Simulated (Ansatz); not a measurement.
S3I: forces and stress of a distorted cell

This is S3I placed on the sites of the Cu3Au structure (a generated, not necessarily known, phase), then sheared and rattled, one atom being moved towards a neighbour.

PBE on LAPW, all electrons: scalar-relativistic, point nucleus (Ansatz). k-points 2×2×2 (half-step shift), Fermi–Dirac smearing of 0.15 eV. The mesh is coarse, so the numbers hold for this sampling and aren't converged over the zone. In metals such a mesh can move stress, forces and moments by their own size. Spin-restricted. The cell's electron count is odd, so a run with spin could end lower. Labels count atoms in the order given.

```
CELL_PARAMETERS angstrom
4.39535 0.12261 0.13554
0.12261 4.18162 0.09875
0.13554 0.09875 4.36021
ATOMIC_POSITIONS crystal
I 0.47868 0.77967 0.00806
S 0.48791 0.31756 0.54535
S 0.98149 0.78245 0.52460
S 0.88949 0.35150 0.02722
```

```
atom  Fx (eV/Å)  Fy (eV/Å)  Fz (eV/Å)
  I1     -1.154      0.989      0.199
  S2     -0.748     -0.421     -0.253
  S3      0.138      0.146     -0.157
  S4      1.764     -0.713      0.212
```

Stress (GPa; xx, yy, zz, yz, xz, xy; compression positive): 5.98, 2.17, 1.76, 3.47, 4.30, 2.93.

The all-electron free energy E − TS (its zero hangs on the relativistic scheme and nucleus) is -226231.822 eV, the pressure is 3.30 GPa and the largest force is 1.915 eV/Å.

## S3I: forces and stress of a distorted cell

System: S3I placed on the sites of the Cu3Au structure (a generated, not necessarily known, phase), then sheared and rattled.

Same method, mesh 2×2×2 with shift 0.5, 0.5, 0.5. Spin-restricted. The cell's electron count is odd, so a run with spin could end lower.

```
I S
1.0
     4.11739   -0.08562    0.01973
    -0.08562    4.41477    0.04833
     0.01973    0.04833    4.11564
I S
1 3
Direct
  0.29344 0.89335 0.22565
  0.28291 0.40901 0.62848
  0.84725 0.92166 0.68012
  0.80417 0.50521 0.15910
```

```csv
atom,Fx (eV/Å),Fy (eV/Å),Fz (eV/Å)
I1,0.733,1.042,-0.391
S2,0.109,-0.236,0.572
S3,-0.817,1.072,0.688
S4,-0.025,-1.878,-0.870
```

Stress tensor (GPa, compression positive):
```
 7.79 -4.87  0.81
-4.87 16.81  5.94
 0.81  5.94  5.22
```

| Item | Value |
| --- | --- |
| All-electron free energy E − TS (its zero hangs on the relativistic scheme and nucleus) | -226231.459 eV |
| Pressure | 9.94 GPa |
| Largest force | 2.069 eV/Å |
